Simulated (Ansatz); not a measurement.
**Cold compression of TiN (rocksalt type)**

```
CELL_PARAMETERS angstrom
0.00000 2.12383 2.12383
2.12383 0.00000 2.12383
2.12383 2.12383 0.00000
ATOMIC_POSITIONS crystal
Ti 0.00000 0.00000 0.00000
N 0.50000 0.50000 0.50000
```

The cell comes from a relaxation on PAW files under the same functional, begun from a prototype that needn't be the stable phase.

Its volume is scaled at fixed shape and fractional positions.

Computed with Ansatz 0.2.0; functional PBE, scalar-relativistic. Settings: a Γ-centred 15×15×15 k mesh, Fermi–Dirac smearing of 0.1 eV, no spin polarisation. Methods: LAPW: all electrons, basis error target 1 meV/atom; PAW: frozen-core files, cutoff 420 eV; crystal datasets: all electrons, by PAW datasets that the program makes for each cell; norm-conserving: pseudopotentials, cutoff 1240 eV; PAW (cutoff 800 eV): frozen-core files, cutoff 800 eV.

Energies are extrapolated to zero smearing and count from the unscaled cell; pressure is positive in compression; gaps take the mesh and a band path. No temperature or zero-point motion is included.

```csv
V/V0,V (Å³/atom),P LAPW (GPa),ΔE LAPW (eV/atom),P PAW − LAPW (GPa),ΔE PAW − LAPW (meV/atom)
1.00,9.58,0.00,0.000,0.00,0.0
0.94,9.01,19.51,0.033,-0.03,-0.1
0.88,8.43,46.3,0.148,-0.04,-0.2
0.80,7.66,98.7,0.485,-0.02,-0.3
0.72,6.90,180.8,1.138,-0.01,-0.4
0.64,6.13,?,?,?,?
0.55,5.27,567.4,4.591,0.32,0.4
```

Problem. Fit the Vinet equation to the LAPW pressures shown (residuals weighted by 1/(|P| + 0.03·Pmax)), and predict the pressure of the withheld row.

Solution. The fit gives V0 = 9.58 Å³/atom, B0 = 272 GPa and B0′ = 4.49. At 6.13 Å³/atom, x = (V/V0)^(1/3) = 0.8617, and P = 3·B0·(1 − x)/x²·exp[1.5·(B0′ − 1)·(1 − x)] = 313.5 GPa. The run itself gave 312.4 GPa (+0.3 % off) and ΔE = 2.291 eV/atom.

Problem. At the smallest volume, how far do crystal datasets and norm-conserving and PAW (cutoff 800 eV) lie from LAPW in pressure?

Solution. crystal datasets: 0.00 GPa; norm-conserving: +1.89 GPa; PAW (cutoff 800 eV): -0.14 GPa, on a LAPW pressure of 567.4 GPa.

Problem. How do the Löwdin populations by LAPW change from the unscaled cell to the last row?

Solution. Ti 3s 1.95 → 1.87, Ti 4s 0.42 → 0.37, Ti 3d 2.76 → 3.32, N 2s 1.56 → 1.36, N 2p 4.26 → 4.06 electrons an atom. These are projections on the shells that the free atoms fill; 0.06 e a cell lies outside them at the start and 0.05 e at the end.
